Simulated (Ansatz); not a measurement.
Input and command of a plane-wave DFT calculation in Ansatz:

```yaml
crystal:
  lattice:
    - [8.48624822, -3.11950966, 0.0]
    - [8.48624822, 3.11950966, 0.0]
    - [0.0, 0.0, 6.24619064]
  atoms:
    - { symbol: Co, position: [0.42016542, 0.42016542, 0.0], spin: 3.0 }
    - { symbol: Co, position: [0.92016542, 0.92016542, 0.5], spin: 3.0 }
    - { symbol: Co, position: [0.57983458, 0.57983458, 0.0], spin: 3.0 }
    - { symbol: Co, position: [0.07983458, 0.07983458, 0.5], spin: 3.0 }
    - { symbol: Sn, position: [0.83693444, 0.16306556, 0.16257766] }
    - { symbol: Sn, position: [0.33693444, 0.66306556, 0.33742234] }
    - { symbol: Sn, position: [0.66306556, 0.33693444, 0.66257766] }
    - { symbol: Sn, position: [0.16306556, 0.83693444, 0.83742234] }
    - { symbol: Sn, position: [0.02329107, 0.64685299, 0.1909067] }
    - { symbol: Sn, position: [0.52329107, 0.14685299, 0.3090933] }
    - { symbol: Sn, position: [0.14685299, 0.52329107, 0.6909067] }
    - { symbol: Sn, position: [0.64685299, 0.02329107, 0.8090933] }
    - { symbol: Sn, position: [0.35314701, 0.97670893, 0.1909067] }
    - { symbol: Sn, position: [0.85314701, 0.47670893, 0.3090933] }
    - { symbol: Sn, position: [0.47670893, 0.85314701, 0.6909067] }
    - { symbol: Sn, position: [0.97670893, 0.35314701, 0.8090933] }
basis:
  ecutwfc: 500
kpoints:
  mp_grid: { grid: [4, 4, 4] }
hamiltonian:
  xc: r2scan
scf:
  occupations: { method: gaussian, width: 0.1 }
  lower_state_search: "off"
output:
  forces: true
  stress: true
  eigenvalues: true
  populations: true
magnetization:
  spin_polarized: true
```

```bash
ansatz run input.yaml --threads 4 --pin off --max-ram 10240MiB --backend cpu --events-out ev --progress --plain --runs-dir out
```

Processor: Intel(R) Xeon(R) Processor @ 2.50GHz (Skylake/Cascade Lake), 4 threads, on a host shared with other jobs.

Problem. How long does it run, and how much memory does it take?

Solution. About 5.9 min on 4 threads of Intel(R) Xeon(R) Processor @ 2.50GHz (Skylake/Cascade Lake) (shared host), peak memory 3.6 GiB. It solves 149 bands at 21 k points (the mesh reduced by symmetry) with about 8383 plane waves, in 31 SCF iterations.
